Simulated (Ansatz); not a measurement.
Relaxed-ion elastic tensor of GaMo2N in space group P6_3/mmc (No. 194; Ga on 2d, Mo on 4f, N on 2a) in GPa (Voigt order), PBEsol in the plane-wave PAW code Ansatz; density 9.16 g/cm³, 12.49 Å³ per atom.

```
 262   225   200   0.0   0.0   0.0
 225   262   200   0.0   0.0   0.0
 200   200   393   0.0   0.0   0.0
 0.0   0.0   0.0   103   0.0   0.0
 0.0   0.0   0.0   0.0   103   0.0
 0.0   0.0   0.0   0.0   0.0  18.2
```

Problem. Is the crystal mechanically stable?

Solution. Yes: the smallest eigenvalue of C is 18.2 GPa.

Problem. Work out the Voigt, Reuss and Hill averages.

Solution. K_V = 241, K_R = 236, K_H = 238; G_V = 64.1, G_R = 35.1, G_H = 49.6 GPa.

Problem. Give Young's modulus, Poisson's ratio, Pugh's ratio and the universal anisotropy index.

Solution. E = 9KG/(3K + G) = 139 GPa; ν = 0.40; K/G = 4.80 (ductile by the Pugh limit of 1.75); A_U = 5G_V/G_R + K_V/K_R − 6 = 4.15.

Problem. Estimate the sound speeds and the Debye temperature.

Solution. v_l = √((K + 4G/3)/ρ) = 5770 m/s, v_t = √(G/ρ) = 2330 m/s, mean 2640 m/s; Θ = (h/k)(3n/4πV)^(1/3) v_m = 338 K.

Problem. How much does each axis shrink under pressure?

Solution. Linear compressibilities β_i = Σ_j S_ij (j = 1 to 3): x 1.7, y 1.7, z 0.78 per TPa.

The start of the workflow was typed in or built on a structure type; neither database checked (COD, Materials Project) lists it. Whether it is the stable phase at ambient conditions was not checked. Symmetry was held in the PBEsol relaxation; whether a distortion lowers the energy is not shown. The workflow began spin-polarised and lost its moments. As this level gives no gap, shear constants depend on the k-mesh and smearing (Fermi–Dirac, 0.1 eV here).

Potentials: the earlier of the program's two PAW sets. The files were generated under PBE; for other functionals the program regenerates the frozen cores, and for LDA and PBEsol the local potential too.
